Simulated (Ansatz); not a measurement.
Ansatz (a program for electronic structure) input:

Ansatz 0.2 input:
```yaml
crystal:
  lattice:
    - [1.9693827886, -4.9449176422, 0.0]
    - [1.9693827886, 4.9449176422, 0.0]
    - [0.0, 0.0, 3.692985579]
  atoms:
    - { symbol: Sc, position: [0.8636735558, 0.1363264442, 0.25] }
    - { symbol: Sc, position: [0.1363264442, 0.8636735558, 0.75] }
    - { symbol: Ge, position: [0.5899144914, 0.4100855086, 0.25] }
    - { symbol: Ge, position: [0.4100855086, 0.5899144914, 0.75] }
kpoints:
  mp_grid: { grid: [11, 11, 11] }
hamiltonian:
  xc: lda
  pseudopotentials: { kind: paw }
scf:
  occupations: { method: fermi_dirac, width: 0.1 }
phonons:
  method: dfpt
  response_accuracy: low
  eigenvectors: true
  rigid_motions: translations
```

Output (shortened):

```
Pseudopotential: Sc, paw, valence charge 11
Pseudopotential: Ge, paw, valence charge 14
Functional definition: SPW92
Crystal: 4 atoms, lattice volume = 71.928 Å³
Basis set: ecut = 420 eV, 1395 PW (Γ), exchange–correlation on 72×72×60 points (8 copies of the dense FFT grid, shifted against one another)
Bands: 30, of which v1, the nominal top of the filled ones, is band 25 counted from 1 (24 counted from 0)
Symmetry: 8 space group operations
k-points: 216 of 1331 (irreducible under 4 space group operations, time reversal used)
SCF iter   1: F=—  HF=-12613.277453 eV  |F-HF|=—  |Δ(HF+E_count)|=         —  Δρ=5.92e-3  dr2=1.67e-2  ethr=1.77e-3  ⟨swp⟩=5.1  Hψ=25954  notcnv=0
preconditioner: auto → Kerker (q_TF=auto, 2.568 Å⁻¹)
SCF iter   2: F=—  HF=-12613.273862 eV  |F-HF|=—  |Δ(HF+E_count)|=   3.59e-3  Δρ=3.08e-3  dr2=5.78e-3  ethr=3.34e-5  ⟨swp⟩=2.1  Hψ=12318  notcnv=0
SCF iter   3: F=—  HF=-12613.273034 eV  |F-HF|=—  |Δ(HF+E_count)|=   8.28e-4  Δρ=9.47e-4  dr2=7.29e-4  ethr=1.16e-5  ⟨swp⟩=2.0  Hψ=7964  notcnv=0
SCF iter   4: F=—  HF=-12613.272832 eV  |F-HF|=—  |Δ(HF+E_count)|=   2.02e-4  Δρ=3.21e-4  dr2=1.10e-4  ethr=1.46e-6  ⟨swp⟩=2.0  Hψ=10147  notcnv=0
SCF iter   5: F=—  HF=-12613.272792 eV  |F-HF|=—  |Δ(HF+E_count)|=   3.95e-5  Δρ=1.25e-4  dr2=1.29e-5  ethr=2.20e-7  ⟨swp⟩=2.0  Hψ=10159  notcnv=0
SCF iter   6: F=—  HF=-12613.272791 eV  |F-HF|=—  |Δ(HF+E_count)|=   1.54e-6  Δρ=2.54e-5  dr2=7.84e-7  ethr=2.59e-8  ⟨swp⟩=2.0  Hψ=7731  notcnv=0
SCF iter   7: F=—  HF=-12613.272791 eV  |F-HF|=—  |Δ(HF+E_count)|=   3.76e-7  Δρ=4.19e-6  dr2=1.36e-8  ethr=1.57e-9  ⟨swp⟩=2.0  Hψ=7986  notcnv=0
SCF iter   8: F=—  HF=-12613.272791 eV  |F-HF|=—  |Δ(HF+E_count)|=  7.15e-10  Δρ=8.32e-7  dr2=2.67e-10  ethr=2.73e-11  ⟨swp⟩=2.0  Hψ=11306  notcnv=0
SCF iter  10: F=-12613.272791 eV  HF=-12613.272791 eV  |F-HF|=0.00e0  |Δ(HF+E_count)|=  9.09e-12  Δρ=5.07e-8  dr2=1.49e-12  ethr=1.00e-12  ⟨swp⟩=5.0  Hψ=24636  notcnv=0
SCF 1 converged in 10 iterations: F = -12613.272791 eV  dr2 = 1.49e-12
DFPT response loops at Γ: preconditioner auto → Kerker (q_TF=auto, 2.568 Å⁻¹) (partly filled bands, converged f_vac=0.000) …
SCF converged after 10 iterations
Free energy (F): -12613.272791 eV
Harris-Foulkes:  -12613.272791 eV  (|F-HF|=0.00e0)
Internal energy: -12613.207353 eV  (E = F + TS)
E sigma→0 (E₀):  -12613.240072 eV
Entropy (-TS):   -0.065438 eV (-16.359 meV/atom)
Fermi energy:    12.154145 eV
--- Per-component energies (eV) ---
  E_band       = -461.249567
  E_kinetic    = 755.074446
  E_local      = -5904.622395  (includes V_loc(G=0)·N_el)
  E_nonlocal   = 1016.061686
  E_hartree    = 2467.944343
  E_xc         = -362.407922
  E_vxc        = -394.844680  (∫ρ·V_xc dr)
  E_paw        = -5702.810158  (= ΣΔE_a)
  E_vpaw       = -868.807810  (= ΣTr[D̂ρ^β])
  E_aug_tail   = 0.000505  (compensation charges beyond the density's cutoff)
  E_ewald      = -4886.874355
  E_core_change = 4.426498  (= ΣΔE_core)
  E_smearing   = -0.065438  (= −TS)
  E_closure    = 0.000000  (closes the sum)
  Σ components = -12613.272791   (vs F -12613.272791, Δ=0.00e0)
  [band-id]    e_kinetic+e_local+e_nonlocal+2·e_hartree+e_vxc+e_vpaw+e_augmentation_tail = -461.249563   (vs E_band -461.249567, Δ=3.70e-6)
--- Band table (eV; the first three rows and the last of 216) ---
  k-point 0: bands = ["-36.5355", "-36.4951", "-15.6080", "-15.5034", "-15.4744", "-15.4719", "-15.3704", "-15.3683", "-12.2460", "-12.1938", "-12.1175", "-12.1040", "-12.0874", "-12.0556", "-12.0549", "-12.0257", "-12.0077", "-11.9868", "0.5211", "5.1208", …
  k-point 1: bands = ["-36.5343", "-36.4955", "-15.6029", "-15.5032", "-15.4793", "-15.4729", "-15.3772", "-15.3745", "-12.2429", "-12.1900", "-12.1151", "-12.1052", "-12.0895", "-12.0567", "-12.0518", "-12.0265", "-12.0072", "-11.9886", "0.6142", "5.1380", …
  k-point 2: bands = ["-36.5308", "-36.4968", "-15.5881", "-15.5025", "-15.4918", "-15.4760", "-15.4015", "-15.3866", "-12.2337", "-12.1792", "-12.1095", "-12.1086", "-12.0929", "-12.0624", "-12.0439", "-12.0285", "-12.0059", "-11.9930", "0.8907", "5.1325", …
  k-point 215: bands = ["-36.5108", "-36.5098", "-15.6064", "-15.6001", "-15.4979", "-15.4859", "-15.3920", "-15.3871", "-12.1771", "-12.1549", "-12.1167", "-12.0988", "-12.0973", "-12.0960", "-12.0289", "-12.0276", "-12.0032", "-12.0028", "3.0777", "3.8405", …
--- Phonons (Γ-DFPT): 6 representative perturbations + reference, on 216 of 1331 k-points (Σ response iterations 18) ---
  ASR residual: 9.856e-4 → 0.000e0 eV/Å²; symmetrization residual: 1.138e-4 eV/Å²
  ASR residual per site (eV/Å²): 9.86e-4 9.86e-4 1.34e-4 1.34e-4
  Γ frequencies (cm⁻¹): 0.00 0.00 0.00 117.89 167.59 178.71 226.42 241.53 262.03 271.09 273.94 275.49
  non-analytic LO–TO correction: not included (Born effective charges unavailable; polar crystals: no LO–TO splitting at Γ)
```

Cost: roughly 110 core-seconds on shared cores.

Space group Cmcm. The workflow started from a Materials Project entry (that database holds measured and hypothetical structures alike); the Crystallography Open Database copy checked does not list it. Whether it is the stable phase at ambient conditions was not checked. The LDA relaxation kept the symmetry of its start; of distortions, only those at the zone centre were tested. No spin polarisation was allowed. As this level gives no gap, phonon frequencies hold no LO–TO term and depend on the k-mesh and smearing (Fermi–Dirac, 0.1 eV here). Scalar-relativistic: spin–orbit coupling is off unless named, which matters more the heavier the elements.

Potentials: the later of the program's two PAW sets.

Ansatz is a plane-wave DFT program.
